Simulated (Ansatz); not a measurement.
A geometry of Ta away from equilibrium: the start of the relaxation of a relaxed Ta cell, doubled along one cell vector, shaken by Gaussian noise of σ = 0.08 Å a coordinate. Method: PBEsol (plane waves to 420 eV, PAW, scalar-relativistic; Ansatz, a first-principles code). Γ-centred k-mesh 13×7×13 on the run's cell (coarser than for final values), Fermi–Dirac smearing 0.05 eV.

```xyz
4
Lattice="0.0000 2.5785 4.9190 2.8415 0.0000 9.8379 1.4208 2.5785 0.0000" Properties=species:S:1:pos:R:3 pbc="T T T"
Ta     0.8300     1.3999     2.4865
Ta     2.0936     1.4211     7.4166
Ta    -0.0073    -0.0453     0.0487
Ta     1.4886     0.0348     4.8396
```

**Question.** Which atoms carry the largest force, and which way does it point?

**Answer.** 1.98 eV/Å, on Ta2 (atoms numbered as listed); on Ta2 its components are (1.53, -0.93, -0.85).

**Question.** What is the pressure?

**Answer.** +1.7 GPa, compression positive.

**Question.** How far above the relaxed end point is this geometry?

**Answer.** 0.07 eV/atom; the path ends in Fddd (No. 70) (AFLOW prototype A_oF8_70_a).

No spin polarisation in the result.

The end of the path is a generated cell of Ta: the first start was made by placing the elements on the sites of a structure type, and the end was not matched to a known phase here, so it may be hypothetical. Known forms of Ta include space group No. 229.
